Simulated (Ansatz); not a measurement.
Li (bcc, W type)

```xyz
2
Lattice="-3.4348 3.4348 3.4348 1.7174 -1.7174 1.7174 1.7174 1.7174 -1.7174" Properties=species:S:1:pos:R:3 pbc="T T T"
Li     0.0000     0.0000     0.0000
Li    -1.7174     1.7174     1.7174
```

The atoms are displaced by Q × the pattern below (from a DFPT mode at N = (0.5, 0.0, 0.0), largest move 1; Q in Å), at fixed cell. (q is in reciprocal vectors of the primitive cell; the cell shown is doubled to hold the pattern.)

```tsv
atom	x	y	z
Li1	0.000	0.707	-0.707
Li2	0.000	-0.707	0.707
```

Calculation: PBE (plane waves to 420 eV, PAW, scalar-relativistic; Ansatz, a program for electronic structure). k mesh 19×19×19 (Γ-centred), Fermi-Dirac smearing 0.05 eV. E stands for the smeared free energy. With partly filled bands, energies and forces of such displacements shift with the k mesh and the smearing. Li was relaxed with its symmetry unable to fall. The PAW data are Ansatz's earlier set. ΔE is measured from the undisplaced structure.

| Q (Å) | ΔE (meV/cell) |
|---|---|
| -0.280 | 9.7 |
| -0.187 | 3.2 |
| -0.093 | 0.6 |
| 0.000 | 0.0 |
| 0.093 | 0.6 |
| 0.187 | 3.2 |
| 0.280 | 9.7 |

Q: Which DFPT wavenumber at N = (0.5, 0.0, 0.0) belongs to this mode?
A) 320 cm⁻¹
B) 188 cm⁻¹
C) 49 cm⁻¹

A: C, 49 cm⁻¹. The curvature of the scan gives 47 cm⁻¹

(A displaced cell: forces are minus the slopes of the energy, force constants its curvatures, and phonons follow from these.)
